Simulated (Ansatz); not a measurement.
Question: Write an Ansatz input for a full relaxation of cell and atoms of Y with LDA (scalar-relativistic), a cutoff of 420 eV (density cutoff 4 times that), a Γ-centred 14×14×8 mesh and Gaussian smearing of 0.05 eV, without spin polarisation. Stop at forces under 0.01 eV/Å and stress under 0.15 GPa, or after 60 steps. Forces, stress and eigenvalues are wanted. The structure:
```
Y
1.0
     3.6500000000    0.0000000000    0.0000000000
    -1.8250000000    3.1609927238    0.0000000000
     0.0000000000    0.0000000000    5.7341500000
Y
2
Direct
  0.3333333333 0.6666666667 0.7500000000
  0.6666666667 0.3333333333 0.2500000000
```

Answer: 
```yaml
crystal:
  lattice:
    - [3.65, 0.0, 0.0]
    - [-1.825, 3.1609927238, 0.0]
    - [0.0, 0.0, 5.73415]
  atoms:
    - { symbol: "Y", position: [0.3333333333, 0.6666666667, 0.75] }
    - { symbol: "Y", position: [0.6666666667, 0.3333333333, 0.25] }
basis:
  ecutwfc: 420
  ecutrho_ratio: 4
kpoints:
  mp_grid: { grid: [14, 14, 8] }
hamiltonian:
  xc: lda
scf:
  occupations: { method: gaussian, width: 0.05 }
output:
  forces: true
  stress: true
  eigenvalues: true
relax:
  f_tol: 0.01
  max_steps: 60
  cell: { stress_tol: 0.15 }
```

Run as written, it has 22 valence electrons, 1153 plane waves at Γ (in the final cell), 24 symmetry operations and 120 irreducible k-points; it took 14 SCF iterations in all.
